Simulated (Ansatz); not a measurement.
**BaLiF₃: two-dimensional strain map**

These are results of DFT LDA, scalar-relativistic, plane waves, PAW (Ansatz 0.2.0), not measurements. Settings: plane waves to 420 eV, k-mesh 6×6×6 (Γ-centred), Gaussian smearing 0.05 eV. No spin polarisation. Energies are free energies at this smearing, counted from the undisturbed cell; pressure is positive in compression.

The undisturbed cell (as given, not relaxed at this level; it stands at -6.0 GPa, and it needn't be the usual structure):

```
Ba Li F
1.0
     3.98858    0.00000    0.00000
     0.00000    3.98858    0.00000
     0.00000    0.00000    3.98858
Ba Li F
1 1 3
Direct
  0.00000 0.00000 0.00000
  0.50000 0.50000 0.50000
  0.00000 0.50000 0.50000
  0.50000 0.50000 0.00000
  0.50000 0.00000 0.50000
```

The cell is strained by p along both x and y and by q along z, fractional coordinates fixed. Points are written (p, q).

Energy above the undisturbed cell in meV/atom (a dash: not computed):

| p \ q | -0.030 | -0.015 | 0.000 | 0.015 | 0.030 |
| --- | --- | --- | --- | --- | --- |
| -0.030 | -18.1 | -18.3 | -15.7 | -10.9 | -3.9 |
| -0.015 | -17.4 | -15.6 | ? | -4.7 | ? |
| 0.000 | -9.8 | -6.0 | 0.0 | 8.1 | ? |
| 0.015 | 3.9 | 9.3 | ? | 26.4 | 37.6 |
| 0.030 | 22.8 | 29.7 | 38.7 | 49.5 | 61.9 |

**Question.** Fill in the withheld energies.

**Answer.** (-0.015, 0.000): -11.2; (-0.015, 0.030): 3.9; (0.000, 0.030): 18.0; (0.015, 0.000): 16.9.

Symmetry holds off the tilts and polar distortions that many cubic perovskites undergo.